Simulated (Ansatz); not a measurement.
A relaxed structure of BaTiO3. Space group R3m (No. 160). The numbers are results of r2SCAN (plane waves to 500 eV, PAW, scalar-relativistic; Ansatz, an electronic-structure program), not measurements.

```cif
data_Ba3O9Ti3
_chemical_formula_sum 'O9 Ti3 Ba3'
_space_group_name_H-M_alt 'R3m :H'
_space_group_IT_number 160
_space_group_name_Hall 'R 3 -2"'
_cell_length_a 5.68030
_cell_length_b 5.68030
_cell_length_c 6.99460
_cell_angle_alpha 90.000
_cell_angle_beta 90.000
_cell_angle_gamma 120.000
loop_
_atom_site_label
_atom_site_type_symbol
_atom_site_symmetry_multiplicity
_atom_site_Wyckoff_symbol
_atom_site_fract_x
_atom_site_fract_y
_atom_site_fract_z
_atom_site_occupancy
O1 O 9 b 0.32686 0.16343 0.22735 1
Ti1 Ti 3 a 0.00000 0.00000 0.09041 1
Ba1 Ba 3 a 0.00000 0.00000 0.57695 1
```
(The calculation used a cell of 5 atoms; values per cell refer to that cell.)

Task: Estimate the band gap that r2SCAN returns for this input.

Result: 2.87 eV, indirect (valence top at T, conduction bottom at or next to Γ) (no spin-orbit coupling).

Task: Give the smallest direct gap at the level r2SCAN.

Result: 3.25 eV at 14 % of the way from Γ to S0.

No spin polarisation in the result.

The run could not lose the symmetry of its start.

The first start was generated by placing the elements on the sites of a structure type. A measured structure of BaTiO3 has the same space group, R3m (No. 160); the sites were not compared with it. Another known form has space group No. 99.
